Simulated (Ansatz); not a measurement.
NiBi:
```
CELL_PARAMETERS angstrom
      4.11002     0.00000     0.00000
     -2.05501     3.55938     0.00000
      0.00000     0.00000     5.15897
ATOMIC_POSITIONS crystal
  Ni 0.00000 0.00000 0.50000
  Ni 0.00000 0.00000 0.00000
  Bi 0.33333 0.66667 0.25000
  Bi 0.66667 0.33333 0.75000
```

Relaxed with PBEsol. Special points in fractions of this cell's reciprocal vectors: Γ (0.000, 0.000, 0.000); M (0.500, 0.000, 0.000); K (0.333, 0.333, 0.000); A (0.000, 0.000, 0.500); L (0.500, 0.000, 0.500); H (0.333, 0.333, 0.500).

Q: List the band energies nearest the Fermi level at these points for DFT-PBEsol in the program Ansatz with PAW potentials.

A: In eV from the Fermi level; about four levels below and three above (degenerate sets whole), none deeper than 8.9 eV; points with the same levels are listed once.

```
k                                below                above
-  -----------------------------------  -------------------
Γ              -1.62 -1.62 -0.98 -0.98       0.22 0.77 0.77
M              -1.28 -1.02 -0.96 -0.70       1.42 3.60 4.16
K              -1.00 -1.00 -0.24 -0.24       0.40 0.40 3.26
A  -1.69 -1.69 -1.69 -1.69 -0.27 -0.27  2.08 2.08 2.08 2.08
L              -1.58 -1.58 -1.47 -1.47  0.44 0.44 1.36 1.36
H              -1.19 -1.19 -1.01 -1.01  4.62 4.62 7.06 7.06
```

Space group P6_3/mmc (NiAs type). The workflow started from a Materials Project entry (that database holds measured and hypothetical structures alike); the Crystallography Open Database copy checked does not list it. Its standing as an ambient phase is unchecked. Symmetry was held in the PBEsol relaxation; of distortions, only those at the zone centre were tested. The run is not spin-polarised. Spin–orbit coupling is left out wherever it is not named.

Potentials: the later of the program's two PAW sets.
